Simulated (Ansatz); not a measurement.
BaTiO₃ in space group Amm2 (No. 38; Ba on 2a, Ti on 2b, O on 4e, O on 2a), plane-wave PAW r²SCAN (Ansatz code), all energies at zero smearing, with the estimated change up to a 700 eV cutoff added, with one set of potentials and settings (totals compare only within such a set). Cell of 5 atoms (1 Ba, 1 Ti, 3 O): -10183.849 eV.

| element | reference phase | E (eV/atom) |
|---|---|---|
| Ba | Im-3m, 1 atoms in the cell | -5964.4614 |
| Ti | P6/mmm, 3 atoms in the cell | -2504.3896 |
| O | C2/m, 4 atoms in the cell, spin-polarised | -566.0281 |

Formation energy per atom, worked out: (-10183.849 − 1×(-5964.4614) − 1×(-2504.3896) − 3×(-566.0281))/5 = -3.383 eV/atom (-326 kJ per mol of atoms), at 0 K, without zero-point energy or fitted corrections.

This is a known low-temperature phase of the composition, computed here at zero pressure and temperature. The r²SCAN relaxation kept the symmetry of its start; whether a distortion lowers the energy is not shown. No spin polarisation was allowed. The references are the lowest solids computed at this level, not always the standard phases (solids in place of the gases). Spin–orbit coupling is left out wherever it is not named.

Potentials: the later of the program's two PAW sets.
